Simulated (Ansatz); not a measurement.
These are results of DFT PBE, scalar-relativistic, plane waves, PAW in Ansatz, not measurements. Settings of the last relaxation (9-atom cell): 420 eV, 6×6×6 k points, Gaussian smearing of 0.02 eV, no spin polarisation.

Formation energies are uncorrected and refer to the elements' standard structures at the same level (F₂ as a molecule).

Problem. Propose a candidate for a cubic semiconductor made of Ca, F and Pb, with a gap near 2.2 eV, a formation energy near −2.57 eV/atom and about 16 Å³ per atom, in a cell of 9 atoms. Its symmetry should be Fm-3m (No. 225).

Solution. Ca₂PbF₆, space group Fm-3m (No. 225). Around Ca lie 12 F at 2.97 Å; Pb has 6 F at 2.28 Å; around F lie 1 Pb at 2.28 Å, 4 F at 2.70 Å and 4 Ca at 2.97 Å.

```
CELL_PARAMETERS angstrom
0.00000 4.19411 4.19411
4.19411 0.00000 4.19411
4.19411 4.19411 0.00000
ATOMIC_POSITIONS crystal
Ca 0.25000 0.25000 0.25000
Ca 0.75000 0.75000 0.75000
Pb 0.00000 0.00000 0.00000
F 0.72798 0.27202 0.27202
F 0.27202 0.72798 0.72798
F 0.27202 0.72798 0.27202
F 0.72798 0.27202 0.72798
F 0.27202 0.27202 0.72798
F 0.72798 0.72798 0.27202
```

* Volume per atom: 16.39 Å³
* Density: 4.52 g/cm³
* Formation energy: −2.570 eV/atom
* Gap on the 6×6×6 mesh of the 9-atom cell: 2.24 eV

The cell was found from a structure generator's guess, not taken from experiment. The answer needn't be unique; the calculation gave this one.

Spin–orbit coupling, which can matter for Pb, is left out. Kohn–Sham gaps at this level usually fall short of measured ones. The missing spin–orbit coupling can work the other way here. A structure relaxed within its symmetry needn't be a true minimum.
